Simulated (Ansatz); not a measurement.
Values for one crystal, relaxed and computed with the program Ansatz at the LDA level (PAW); other levels are named.

```yaml
volume_per_atom: 29.08 Å³
electronic_character: metallic (no gap)
mechanical_stability: stable (all eigenvalues of C positive)
debye_temperature_from_the_elastic_constants: 110 K
Elastic constants (relaxed ions, GPa): C11 = 59.5, C12 = 48.2, C44 = 19.5
Bulk modulus (Birch–Murnaghan fit): 52.6 GPa
Young's modulus: 33.2 GPa
```

Question: Pick the material that matches.
A. Zn, hcp (Mg type)
B. Pb, fcc (Cu type)
C. Cr, bcc (W type)
D. Sr, fcc (Cu type)

Answer: B, Pb, fcc (Cu type)

Space group Fm-3m (fcc (Cu type)). The LDA relaxation kept the symmetry of its start. As this level gives no gap, shear constants depend on the k-mesh and smearing (Fermi–Dirac, 0.1 eV here). Scalar-relativistic: spin–orbit coupling is off unless named, which matters more the heavier the elements.

Potentials: the earlier of the program's two PAW sets.
